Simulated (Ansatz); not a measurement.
Rb2MgCl4 in space group I4/mmm (No. 139; Rb on 4e, Mg on 2a, Cl on 4e, Cl on 4c), the program Ansatz at the r²SCAN level (PAW). The conduction-band minimum lies at Γ, with 1 equivalent valley. Second derivatives d²E/dk² of the lowest band at one valley (eV·Å²), along Cartesian directions:

| direction | d²E/dk² |
|---|---|
| [100] | 19.06 |
| [010] | 19.06 |
| [001] | 17.76 |
| [110] | 19.06 |
| [101] | 18.41 |
| [011] | 18.41 |

### Question
Find the principal effective masses, the density-of-states mass and the conductivity mass.

### Answer
Off-diagonal terms follow from H_xy = H[110] − (H_xx + H_yy)/2, and m*/mₑ = 7.620 eV·Å² over each eigenvalue: 0.40, 0.40, 0.43. One valley's DOS mass (m₁m₂m₃)^(1/3) = 0.41, conductivity mass 3/(Σ 1/mᵢ) = 0.41 mₑ.

### Question
What effective density of states Nc follows at 300 K for parabolic valleys?

### Answer
Nc = 2.509e19 × 1 × (0.41)^(3/2) ≈ 6.6e18 cm⁻³.

The first step of the workflow began from a Materials Project structure, measured or hypothetical; the Crystallography Open Database copy checked does not list it. Its standing as an ambient phase is unchecked. The r²SCAN relaxation kept the symmetry of its start; whether a distortion lowers the energy is not shown. Spin–orbit coupling is left out wherever it is not named.

Potentials: the later of the program's two PAW sets.

Edges and masses are those of Kohn–Sham bands, whose gap is no quasiparticle gap.
